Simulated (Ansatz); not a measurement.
All numbers below come from DFT PBE, scalar-relativistic, plane waves, PAW (Ansatz). Settings: cutoff 420 eV, Γ-centred meshes spaced at most about 0.3 Å⁻¹ (2π included), Gaussian smearing. No spin polarisation in the final relaxations.

These are static total energies at zero pressure.

Two forms of MgBe2SeO2 were relaxed alike.

A.

Space group I4/mmm (No. 139). a = 3.474 Å, b = 3.474 Å, c = 16.306 Å, α = 90.00°, β = 90.00°, γ = 90.00°
| atom | site | symmetry | x | y | z |
| --- | --- | --- | --- | --- | --- |
| Mg | 2b | 4/mmm | 0.5000 | 0.5000 | 0.0000 |
| Be | 4e | 4mm | 0.0000 | 0.0000 | 0.2482 |
| Se | 2a | 4/mmm | 0.0000 | 0.0000 | 0.0000 |
| O | 4d | -4m2 | 0.5000 | 0.0000 | 0.2500 |

B.

Space group I4/mmm (No. 139). a = 3.435 Å, b = 3.435 Å, c = 11.955 Å, α = 90.00°, β = 90.00°, γ = 90.00°
| atom | site | symmetry | x | y | z |
| --- | --- | --- | --- | --- | --- |
| Mg | 2a | 4/mmm | 0.0000 | 0.0000 | 0.0000 |
| Be | 4d | -4m2 | 0.0000 | 0.5000 | 0.2500 |
| Se | 2b | 4/mmm | 0.5000 | 0.5000 | 0.0000 |
| O | 4e | 4mm | 0.0000 | 0.0000 | 0.2127 |

Task: Which would you expect to be lower, and how large is the difference?

Result: B is lower, by 82 meV/atom. A has space group I4/mmm (No. 139), 16.4 Å³/atom and a gap of 1.98 eV on its mesh; B has space group I4/mmm (No. 139), 11.8 Å³/atom and a gap of 2.86 eV. Counting O or Se atoms around Be and Mg (for each partner element, those within 1.25 times its shortest distance or 1.15 times the sum of covalent radii, where it is the nearest in units of that sum or under 1.3; a plus sign parts groups by distance over the sum of covalent radii), A has Mg 4, Be 4 and B has Mg 4+2, Be 4. In A, Mg has 4 Se at 2.46 Å; Be is surrounded by 4 O at 1.74 Å; around Se lie 4 Mg at 2.46 Å; around O lie 4 Be at 1.74 Å. In B, around Mg lie 4 Se at 2.43 Å and 2 O at 2.54 Å; Be has 4 O at 1.77 Å; around Se lie 4 Mg at 2.43 Å; O is surrounded by 4 Be at 1.77 Å and 1 Mg at 2.54 Å. Both come from invented guesses.

Weakly bound directions are ill-defined at this level, which has no dispersion term (I4/mmm at 16.4 Å³/atom), and this can change margins and order among such cells. Kohn–Sham gaps at this level usually fall short of measured ones. Cells relaxed within their symmetry can be saddle points.
